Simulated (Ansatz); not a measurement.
# Zn$_{2}$SeS: energy along a strain

Zn$_{2}$SeS, P-4m2, a = 3.909 Å, c = 5.522 Å (as given, not relaxed at this level: -3.6 GPa, forces to 0.01 eV/Å). The structure is a Materials Project entry; whether it is the stable form wasn't checked. Ansatz: LDA, PAW, 420 eV, Γ-centred 8×8×6 mesh on 4 atoms, Gaussian smearing 0.05 eV; no spin polarisation. Cell vectors (Å): 3.909 0.000 0.000; 0.000 3.909 0.000; 0.000 0.000 5.522. The cell is strained by x per cent times the pattern (1 1 0 0 0 0) in the order xx yy zz yz xz xy (engineering shears), with fractional coordinates held. y is the free energy over the start, V0 = 21.098 Å³/atom. Points with a strain past 8.5 % were computed too (3) and aren't used here.

| x (%) | y (meV/atom) |
| --- | --- |
| -7.50 | ? |
| -5.00 | 4.69 |
| -2.50 | -11.66 |
| 0.00 | 0.00 |
| 2.50 | 35.03 |
| 5.00 | 89.48 |
| 7.50 | 159.95 |

Fit y = c1 x + c2 x² + c3 x³ to the other rows, get the stiffness along the pattern, and predict the missing energy.

Least squares on the rows shown. y = 9.5507 x + 1.8847 x² − 0.042063 x³. The clamped-ion stiffness p·C·p = 2 × 18.85 eV × 160.2 / 21.098 Å³ = 286 GPa (second derivative at the start, which stands under stress). At x = -7.50 the fit asked for gives 52.13 meV/atom. The run gave 54.43 meV/atom, so the fit is 2.30 meV/atom too low, 1.3 % of the span of the series, against an rms of 0.12 meV/atom on the fitted rows. The row lies outside the fitted range. With a term in x⁴ added, a fit to the same known rows predicts 54.28 meV/atom, so most of the miss is curvature that the known rows already hold.